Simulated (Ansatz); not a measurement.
**Ta (Fm-3m), two-dimensional strain map**

Computed with Ansatz 0.2.0, DFT PBEsol, scalar-relativistic, plane waves, PAW. Settings: plane waves to 420 eV, k-mesh 20×20×20 (Γ-centred), Gaussian smearing 0.15 eV. Spin–orbit coupling is left out, which can shift energies with elements as heavy as these. No spin polarisation. Energies are free energies at this smearing, counted from the undisturbed cell; pressure is positive in compression.

The starting cell (as given, not relaxed at this level; it stands at -5.9 GPa; this fcc form isn't the usual structure):

```xyz
1
Lattice="0.0000 2.1100 2.1100 2.1100 0.0000 2.1100 2.1100 2.1100 0.0000" Properties=species:S:1:pos:R:3 pbc="T T T"
Ta    0.0000    0.0000    0.0000
```

The cell is strained by p along both x and y and by q along z, fractional coordinates fixed. Points are written (p, q).

Energy above the undisturbed cell in meV/atom (a dash: not computed):

```
 p \ q  -0.050  -0.025  0.000  0.025  0.050
-0.050   175.9    97.8   32.2  -18.4  -53.3
-0.025    44.1    13.2   -9.9  -22.7  -24.5
 0.000   -24.0   -14.0    0.0   21.4   51.0
 0.025   -34.7    10.6   57.8  108.8  165.9
 0.050     6.4    80.7  157.2  235.0  315.9
```

Pressure in GPa:

```csv
p \ q,-0.050,-0.025,0.000,0.025,0.050
-0.050,31.2,23.2,15.7,9.1,3.2
-0.025,16.1,9.9,4.0,-1.5,-6.4
0.000,3.6,-1.3,-5.9,-10.3,-14.2
0.025,-6.6,-10.5,-14.1,-17.5,-20.6
0.050,-14.9,-18.0,-20.7,-23.3,-25.7
```